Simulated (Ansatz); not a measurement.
The relaxed structure here is a generated cell of TiAl3: the first start was made by placing the elements on the sites of a structure type, and the end was not matched to a known phase here, so it may be hypothetical. Known forms of TiAl3 include space group No. 139.

A relaxed cell of TiAl₃ (P6₃22 (No. 182)), relaxed on a k-mesh at least as fine as the one used below. These are PBE (plane waves to 420 eV, PAW, scalar-relativistic; Ansatz, a quantum-chemistry and plane-wave program) values and carry that method's errors. Γ-centred k-mesh 5×5×11 on the run's cell (coarser than for final values), Fermi–Dirac smearing 0.05 eV.

```
CELL_PARAMETERS angstrom
      7.53836     0.00000     0.00000
     -3.76918     6.52841     0.00000
      0.00000     0.00000     2.89223
ATOMIC_POSITIONS crystal
  Al 0.31471 0.00000 0.00000
  Al 0.31471 0.31471 0.50000
  Al 0.00000 0.31471 0.00000
  Al 0.68529 0.00000 0.50000
  Al 0.68529 0.68529 0.00000
  Al 0.00000 0.68529 0.50000
  Ti 0.33333 0.66667 0.25000
  Ti 0.66667 0.33333 0.75000
```

The atoms are displaced along an unstable phonon of this cell by (Å):

```tsv
atom	ux	uy	uz
Al1	0.056	0.000	0.000
Al2	-0.028	-0.048	0.000
Al3	-0.028	0.048	0.000
Al4	0.056	0.000	0.000
Al5	-0.028	-0.048	0.000
Al6	-0.028	0.048	0.000
Ti7	0.000	0.000	0.150
Ti8	0.000	0.000	-0.150
```

**Question.** What forces (eV/Å) and pressure result?

**Answer.** 
| atom | Fx | Fy | Fz |
|---|---|---|---|
| Al1 | 0.16 | 0.00 | 0.00 |
| Al2 | -0.07 | -0.12 | 0.00 |
| Al3 | -0.08 | 0.14 | 0.00 |
| Al4 | 0.14 | 0.00 | 0.00 |
| Al5 | -0.08 | -0.14 | 0.00 |
| Al6 | -0.07 | 0.12 | 0.00 |
| Ti7 | 0.00 | 0.00 | 0.59 |
| Ti8 | 0.00 | 0.00 | -0.59 |

Pressure -0.2 GPa.

The undisplaced cell is probably no minimum: from this displacement the run went on to P-62m (No. 189), 0.18 eV/atom below it.

No spin polarisation in the result. A magnetic state may lie lower.
